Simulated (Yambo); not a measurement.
Excitons in SiO2

```
CELL_PARAMETERS angstrom
      4.91497     0.00000     0.00000
     -2.45749     4.25649     0.00000
      0.00000     0.00000     5.43130
ATOMIC_POSITIONS crystal
  O  0.26922 0.41339 0.78489
  O  0.58661 0.85583 0.11822
  O  0.14417 0.73078 0.45156
  O  0.41339 0.26922 0.21511
  O  0.85583 0.58661 0.88178
  O  0.73078 0.14417 0.54844
  Si 0.53109 0.53109 0.00000
  Si 0.46891 0.00000 0.33333
  Si 0.00000 0.46891 0.66667
```

The geometry is that of Materials Project entry mp-7000, symmetrised and not relaxed again.

BSE in Yambo on PBEsol (pw.x of Quantum ESPRESSO, ONCV potentials, scalar-relativistic) bands: 6×6×6 mesh, 12 valence and 5 conduction bands, static screening with 66 bands and a 3 Ry block, scissor 2.95 eV, Tamm-Dancoff; field along x.

| state | energy (eV) | states within 2 meV | relative strength | class | main transitions |
|---|---|---|---|---|---|
| 1 | 8.04 | 2 | 0.39 | weak | several band pairs |
| 2 | 8.39 | 1 | < 0.01 | dark | VB−2 → CB (61 %) |
| 3 | 8.45 | 2 | 0.37 | weak | several band pairs |
| 4 | 8.69 | 2 | 0.04 | weak | several band pairs |
| 5 | 8.77 | 2 | 0.09 | weak | VB → CB (80 %) |
| 6 | 8.80 | 1 | < 0.01 | dark | VB → CB (91 %) |
| 7 | 8.87 | 1 | < 0.01 | dark | VB−1 → CB (60 %) |
| 8 | 8.88 | 2 | 0.09 | weak | VB−1 → CB (62 %) |
| 9 | 8.94 | 1 | < 0.01 | dark | VB → CB (92 %) |
| 10 | 8.98 | 3 | 0.37 | weak | several band pairs |

These are vertical excitations (zero momentum); the indirect quasiparticle gap, about 8.77 eV, is smaller than the direct one (9.13 eV on the GW mesh). The direct quasiparticle gap on this mesh is 9.13 eV; counted from there, state 1 is bound by 1.09 eV. On a 3×3×4 mesh the same difference is 1.22 eV, so it isn't converged.

Spin singlets only. Strengths are relative to the strongest of the lowest states of this run; strong means a line over 3 % of the spectrum's maximum, dark under 0.03 %. Absolute energies carry the error of the G0W0 scissor, whose convergence isn't established; the long-wavelength screening was taken along (1,1,1) although the crystal is anisotropic.
